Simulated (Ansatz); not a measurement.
**Which element?**

Cell vectors (Å):

```
3.4635 0.0000 0.0000
0.0000 3.4635 0.0000
0.0000 0.0000 3.4635
```

```json
{"atom": "Y", "a": "0.0000", "b": "0.0000", "c": "0.0000"}
{"atom": "X", "a": "0.5000", "b": "0.5000", "c": "0.5000"}
```

The calculation used r²SCAN, PAW on Ansatz 0.2.0's default frozen-core files (fitted under PBE), scalar-relativistic. k mesh 12×12×12, strains of ±0.005, Fermi-Dirac smearing of 0.100 eV.

Elastic constants of a crystal by Kohn-Sham DFT: slopes of the stress over finite engineering strains of the given cell, Voigt indices, Cartesian axes as in the cell vectors.

| index | elastic (GPa) |
| --- | --- |
| 11 | 130.1 |
| 12 | 47 |
| 44 | 37.9 |

Question: All X atoms are one element. Which one was computed?

Answer: Cu; the crystal is YCu (Pm-3m, a database entry that needn't be its stable phase).

Limits of these numbers: frozen-core PAW files fitted under PBE, their cores solved anew for the functional of the run; responses of metals move with mesh and smearing.
